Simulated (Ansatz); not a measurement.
Crystals of one structure type (simple cubic) and one family of elements, relaxed and computed with plane-wave PAW PBE (Ansatz code).

```json
[
 {"crystal": "Ru", "V (Å³/atom)": "15.83", "B₀ by P(V) fit (GPa)": "221"},
 {"crystal": "Mo", "V (Å³/atom)": "17.66", "B₀ by P(V) fit (GPa)": "?"},
 {"crystal": "Pd", "V (Å³/atom)": "17.86", "B₀ by P(V) fit (GPa)": "121"},
 {"crystal": "Ag", "V (Å³/atom)": "20.79", "B₀ by P(V) fit (GPa)": "67.0"}
]
```

### Question
Fit a straight line to ln B₀ against ln V and predict the withheld value.

### Answer
Least squares on the 3 shown rows: ln B₀ = -4.36 × ln V + (17.413), with a scatter of 3 %. For Mo this gives 134. The run itself gave 191, outside the scatter: the line misses something about this case.

Constructed cells (a structure type filled with these elements, in neither database checked): Ru, simple cubic; Mo, simple cubic; Pd, simple cubic; Ag, simple cubic. Not the usual ambient phase: Ru, simple cubic; Mo, simple cubic; Pd, simple cubic; Ag, simple cubic. All cells were relaxed under the symmetry of their starts (and spin orders); stability against distortions was not tested throughout. Rows with no word on spin ran without spin polarisation. Scalar-relativistic: spin–orbit coupling is off unless named, which matters more the heavier the elements.

Potentials: the later of the program's two PAW sets.
